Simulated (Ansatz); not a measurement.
The elements of this relaxed trial crystal are hidden behind letters.

```
lattice vectors (Å)
  -3.2990    3.2990    3.2990
   3.2990   -3.2990    3.2990
   3.2990    3.2990   -3.2990
fractional positions
X 0.0000 0.0000 0.5000
X 0.5000 0.0000 0.0000
X 0.0000 0.5000 0.0000
X 0.5000 0.5000 0.5000
Z 0.0000 0.0000 0.0000
```

Method: DFT PBE, scalar-relativistic, plane waves, PAW (Ansatz 0.2.0). Plane waves to 420 eV, an 8×8×8 mesh through Γ for the 5-atom cell and 0.10 eV Gaussian smearing; no spin polarisation.

| Property | Result |
| --- | --- |
| Space group | Im-3m (No. 229) |
| Conventional cell | a = 6.598 Å |
| Volume per atom | 28.72 Å³ |
| Density | 5.67 g/cm³ |
| Energy over the elements | +0.22 eV/atom |
| Gap on the 8×8×8 mesh of the 5-atom cell | 0 eV (a metal) |

Energies are uncorrected and count from the elements' standard states at the same level.

Problem. X is a p-block element of period 5 and Z is a p-block element of period 3. Which elements are they?

Solution. X = In, Z = P, so the formula is In4P. Density times volume gives a mean mass of 5.67 × 28.72/1.6605 = 98.1 u per atom, and this set has 98.0 u. Among the elements that the hints allow, noble gases aside, only these give it. In has 2 P at 2.86 Å and 6 In at 3.30 Å; P is surrounded by 8 In at 2.86 Å.

The cell is a metal run without spin; a magnetic state may lie lower. Symmetry constrained the relaxation, so the result can be a saddle point.
